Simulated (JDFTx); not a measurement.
System: Ag(111) (Fm-3m bulk; lattice of mp-124, not re-optimised at this level), 1x1 cell of 3 atoms in 3 planes, area 7.29 Å² a face, 4.8 Å between the outermost planes in a cell 20.7 Å high; k mesh 8×8×1, Fermi width 0.01 Ha, no spin polarisation.

Profiles through the double layer of this slab, charged, in CANDLE, acetonitrile, 1 M KCl; PBE, GBRV ultrasoft potentials, plane waves to 20/100 Ha, JDFTx (a modified build). z is the height above the outermost atoms, φ the plane-averaged electrostatic potential energy of an electron (zero in the bulk liquid), ρ_b the bound charge of solvent and ions, s the cavity shape function (0 in the solid, 1 in the liquid).

| z (Å) | n (e/Å³) | s | φ (eV) | ρ_b (10⁻³ e/Å³) |
|---|---|---|---|---|
| 0.82 | 0.2974 | 0.00 | -3.289 | 0.00 |
| 1.28 | 0.0631 | 0.00 | -1.912 | -0.16 |
| 1.74 | 0.0169 | 0.00 | -0.692 | -3.07 |
| 2.20 | 0.0047 | 0.03 | -0.207 | -4.29 |
| 2.66 | 0.0013 | 0.14 | -0.097 | -0.50 |
| 3.12 | 0.0004 | 0.28 | -0.062 | -0.02 |
| 3.58 | 0.0001 | 0.42 | -0.043 | -0.07 |
| 4.04 | 0.0000 | 0.55 | -0.032 | -0.07 |
| 4.50 | 0.0000 | 0.69 | -0.024 | -0.05 |
| 4.96 | 0.0000 | 0.83 | -0.018 | -0.04 |
| 5.42 | 0.0000 | 0.95 | -0.014 | -0.03 |
| 5.88 | 0.0000 | 1.00 | -0.012 | -0.02 |
| 6.34 | 0.0000 | 1.00 | -0.009 | -0.01 |
| 6.80 | 0.0000 | 1.00 | -0.008 | -0.01 |
| 7.26 | 0.0000 | 1.00 | -0.006 | -0.01 |
| 7.72 | 0.0000 | 1.00 | -0.005 | -0.01 |

Q: Is the electrode positively or negatively charged, and roughly by how much?

A: Positively: σ = 6.2 μC/cm² per face. The liquid's bound charge is of the opposite sign overall, and far from the surface φ decays with the screening length (2.1 Å).
